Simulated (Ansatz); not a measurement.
As (diamond, Fd-3m) at seven volumes, r²SCAN in the plane-wave PAW code Ansatz, scaled uniformly. One row is withheld.

| V (Å³/atom) | P (GPa) |
|---|---|
| 25.246 | ? |
| 26.078 | 3.20 |
| 26.910 | 1.47 |
| 27.742 | 0.00 |
| 28.575 | -1.37 |
| 29.407 | -2.64 |
| 30.239 | -3.67 |

Q: Fit the shown pressures and predict the withheld one.

A: Third-order Birch–Murnaghan: P = (3/2)B₀(x^(7/2) − x^(5/2))[1 + (3/4)(B′ − 4)(x − 1)] with x = (V₀/V)^(2/3). Least squares on the six rows gives V₀ = 27.727 Å³/atom, B₀ = 47.98 GPa, B′ = 2.72. At V = 25.246, x = 1.0645 and P = 5.09 GPa. The run itself gave 5.33 GPa.

The start of the workflow was typed in or built on a structure type; neither database checked (COD, Materials Project) lists it. It is not the phase usual at ambient conditions (space group No. 166). Symmetry was held in the r²SCAN relaxation. At this level the phase is mechanically unstable.

Potentials: the earlier of the program's two PAW sets.
